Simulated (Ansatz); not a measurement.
An Ansatz (an electronic-structure program) run. Input:

Ansatz 0.2 input:
```yaml
crystal:
  lattice:
    - [2.7580798636, 0.0, 0.0]
    - [-1.3790399318, 2.3885672275, 0.0]
    - [0.0, 0.0, 4.4688373728]
  atoms:
    - { symbol: Mo, position: [0.6666666667, 0.3333333333, 0.0] }
    - { symbol: Pt, position: [0.3333333333, 0.6666666667, 0.5] }
kpoints:
  mp_grid: { grid: [17, 17, 9] }
hamiltonian:
  xc: lda
  pseudopotentials: { kind: paw }
scf:
  occupations: { method: fermi_dirac, width: 0.1 }
phonons:
  method: dfpt
  response_accuracy: low
  eigenvectors: true
  rigid_motions: translations
```

Output (shortened):

```
Pseudopotential: Mo, paw, valence charge 14
Pseudopotential: Pt, paw, valence charge 18
Functional definition: SPW92
Crystal: 2 atoms, lattice volume = 29.440 Å³
Basis set: ecut = 420 eV, 573 PW (Γ), exchange–correlation on 40×40×60 points (8 copies of the dense FFT grid, shifted against one another)
Bands: 20, of which v1, the nominal top of the filled ones, is band 16 counted from 1 (15 counted from 0)
Symmetry: 12 space group operations
k-points: 405 of 2601 (irreducible under 4 space group operations, time reversal used)
SCF iter   1: F=—  HF=-17088.272931 eV  |F-HF|=—  |Δ(HF+E_count)|=         —  Δρ=1.10e-2  dr2=2.01e-2  ethr=1.77e-3  ⟨swp⟩=5.0  Hψ=33083  notcnv=0
preconditioner: auto → none
SCF iter   2: F=—  HF=-17088.272763 eV  |F-HF|=—  |Δ(HF+E_count)|=   1.68e-4  Δρ=6.64e-3  dr2=1.30e-2  ethr=6.28e-5  ⟨swp⟩=1.2  Hψ=11508  notcnv=0
SCF iter   3: F=—  HF=-17088.271150 eV  |F-HF|=—  |Δ(HF+E_count)|=   1.61e-3  Δρ=6.68e-4  dr2=1.23e-4  ethr=4.07e-5  ⟨swp⟩=1.0  Hψ=8102  notcnv=0
SCF iter   4: F=—  HF=-17088.271129 eV  |F-HF|=—  |Δ(HF+E_count)|=   2.03e-5  Δρ=2.59e-4  dr2=2.73e-5  ethr=3.84e-7  ⟨swp⟩=2.1  Hψ=13255  notcnv=0
SCF iter   5: F=—  HF=-17088.271124 eV  |F-HF|=—  |Δ(HF+E_count)|=   5.63e-6  Δρ=3.34e-5  dr2=1.48e-7  ethr=8.52e-8  ⟨swp⟩=2.1  Hψ=11608  notcnv=0
SCF iter   6: F=—  HF=-17088.271123 eV  |F-HF|=—  |Δ(HF+E_count)|=   2.33e-7  Δρ=4.07e-6  dr2=1.70e-9  ethr=4.61e-10  ⟨swp⟩=2.2  Hψ=14102  notcnv=0
SCF iter   7: F=—  HF=-17088.271123 eV  |F-HF|=—  |Δ(HF+E_count)|=  2.91e-11  Δρ=7.53e-7  dr2=8.83e-11  ethr=5.33e-12  ⟨swp⟩=2.6  Hψ=14792  notcnv=0
SCF iter   8: F=-17088.271123 eV  HF=-17088.271123 eV  |F-HF|=0.00e0  |Δ(HF+E_count)|=  3.64e-12  Δρ=9.54e-8  dr2=6.96e-13  ethr=1.00e-12  ⟨swp⟩=5.7  Hψ=34299  notcnv=0
SCF 1 converged in 8 iterations: F = -17088.271123 eV  dr2 = 6.96e-13
DFPT response loops at Γ: preconditioner auto → Kerker (q_TF=auto, 2.766 Å⁻¹) (partly filled bands, converged f_vac=0.000) …
SCF converged after 8 iterations
Free energy (F): -17088.271123 eV
Harris-Foulkes:  -17088.271123 eV  (|F-HF|=0.00e0)
Internal energy: -17088.223266 eV  (E = F + TS)
E sigma→0 (E₀):  -17088.247195 eV
Entropy (-TS):   -0.047857 eV (-23.929 meV/atom)
Fermi energy:    23.272892 eV
--- Per-component energies (eV) ---
  E_band       = -168.015513
  E_kinetic    = 1082.929546
  E_local      = -2258.789513  (includes V_loc(G=0)·N_el)
  E_nonlocal   = 353.390815
  E_hartree    = 815.336242
  E_xc         = -444.692237
  E_vxc        = -533.848597  (∫ρ·V_xc dr)
  E_paw        = -12266.903646  (= ΣΔE_a)
  E_vpaw       = -442.370456  (= ΣTr[D̂ρ^β])
  E_aug_tail   = 0.000194  (compensation charges beyond the density's cutoff)
  E_ewald      = -4370.431353
  E_core_change = 0.936686  (= ΣΔE_core)
  E_smearing   = -0.047857  (= −TS)
  E_closure    = 0.000000  (closes the sum)
  Σ components = -17088.271123   (vs F -17088.271123, Δ=0.00e0)
  [band-id]    e_kinetic+e_local+e_nonlocal+2·e_hartree+e_vxc+e_vpaw+e_augmentation_tail = -168.015528   (vs E_band -168.015513, Δ=-1.46e-5)
--- Band table (eV; the first three rows and the last of 405) ---
  k-point 0: bands = ["-76.0381", "-37.7063", "-30.2821", "-29.9134", "-29.9134", "-11.9634", "-11.1016", "-11.1016", "13.4694", "16.5146", "19.1525", "19.1525", "20.5436", "20.7814", "20.7814", "22.5193", "22.5193", "23.4910", "25.5518", "25.5518"]
  k-point 1: bands = ["-76.0381", "-37.7068", "-30.2807", "-29.9134", "-29.9134", "-11.9686", "-11.1017", "-11.1017", "13.5814", "16.5720", "19.1318", "19.1318", "20.4493", "20.7486", "20.7486", "22.6006", "22.6006", "23.0773", "25.5598", "25.5598"]
  k-point 2: bands = ["-76.0381", "-37.7081", "-30.2770", "-29.9134", "-29.9134", "-11.9818", "-11.1019", "-11.1019", "13.8864", "16.7463", "19.0852", "19.0852", "20.1494", "20.6599", "20.6599", "22.1732", "22.8219", "22.8219", "25.5618", "25.5618"]
  k-point 404: bands = ["-76.0155", "-37.5151", "-30.2299", "-30.2201", "-30.0644", "-12.1028", "-11.7926", "-11.5923", "17.2128", "17.2216", "18.1243", "18.7811", "19.3061", "20.9608", "22.1378", "22.3514", "24.1396", "25.4174", "26.6155", "28.8349"]
--- Phonons (Γ-DFPT): 4 representative perturbations + reference, on 405 of 2601 k-points (Σ response iterations 11) ---
  ASR residual: 1.249e-3 → 0.000e0 eV/Å²; symmetrization residual: 1.870e-4 eV/Å²
  ASR residual per site (eV/Å²): 1.25e-3 5.56e-4
  Γ frequencies (cm⁻¹): 0.00 0.00 0.00 153.09 153.09 220.04
  non-analytic LO–TO correction: not included (Born effective charges unavailable; polar crystals: no LO–TO splitting at Γ)
```

Cost: about 120 core-seconds (a rough figure) on shared cores.

Space group P-6m2. The first step of the workflow began from a Materials Project structure, measured or hypothetical; the Crystallography Open Database copy checked does not list it. With Mo and Pt taken as one species the cell has the higher symmetry P6_3/mmc, so it may be an ordered model of a mixed-site phase. Its standing as an ambient phase is unchecked. Symmetry was held in the LDA relaxation; its stability against distortions is not shown here. No spin polarisation was allowed. As this level gives no gap, phonon frequencies hold no LO–TO term and depend on the k-mesh and smearing (Fermi–Dirac, 0.1 eV here). Spin–orbit coupling is left out wherever it is not named.

Potentials: the later of the program's two PAW sets.

Ansatz is a plane-wave DFT program.
